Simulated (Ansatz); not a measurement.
# HfB: strain and displacement

```yaml
crystal:
  lattice:
    - [0.00000, 2.31000, 2.31000]
    - [2.31000, 0.00000, 2.31000]
    - [2.31000, 2.31000, 0.00000]
  atoms:
    - { symbol: Hf, position: [0.50000, 0.50000, 0.50000] }
    - { symbol: B, position: [0.00000, 0.00000, 0.00000] }
```

Atom numbers follow the list: Hf1, B2.

The geometry is COD entry 1511179, unchecked; take it as a test cell.

Spin polarisation is left out, and whether a magnetic state lies lower isn't shown here.

Spin–orbit coupling is left out, though it moves levels of the heavy atoms by tenths of an eV or more.

Theory: Ansatz 0.2.0, DFT, PBE, all-electron LAPW, scalar-relativistic.

Sampling and basis: a Γ-centred 15×15×15 k mesh, Fermi–Dirac smearing of 0.05 eV, basis error target 0.25 meV/atom, no spin polarisation.

The unchanged cell is at 29.9 GPa, so energy changes include a term −P ΔV where the volume moves.

In a metal, stresses and small energies carry noise from the k mesh.

x, y and z are the Cartesian axes of the cell as listed; fractional coordinates follow a strain, and an engineering shear is twice the off-diagonal strain component.

Problem. With this change (x and y strained by -4 %, z held), what becomes of the energy and stress?

Solution. Energy change +279 meV/atom; stress change (xx, yy, zz, yz, xz, xy) 35.08, 35.08, 9.19, 0.00, 0.00, 0.00 GPa, compression positive.

With z strained by +1 % at fixed volume: energy change +3 meV/atom; stress change (xx, yy, zz, yz, xz, xy) 2.61, 2.61, -5.01, 0.00, 0.00, 0.00 GPa, compression positive.

Problem. With this change (atom 2 (B) moved by (0.0000, 0.0000, 0.2000) Å), what becomes of the energy and stress and forces?

Solution. Energy change +123 meV/atom; stress change (xx, yy, zz, yz, xz, xy) -1.54, -1.54, 11.60, 0.00, 0.00, 0.00 GPa, compression positive; change of the force on B2 (0.000, 0.000, -2.626) eV/Å.

Problem. What force constant does this one finite step give for B2 along its displacement (all its periodic images move with it)?

Solution. k = −ΔF·u/|u|² = 13.13 eV/Å², so the force pulls the atom back.
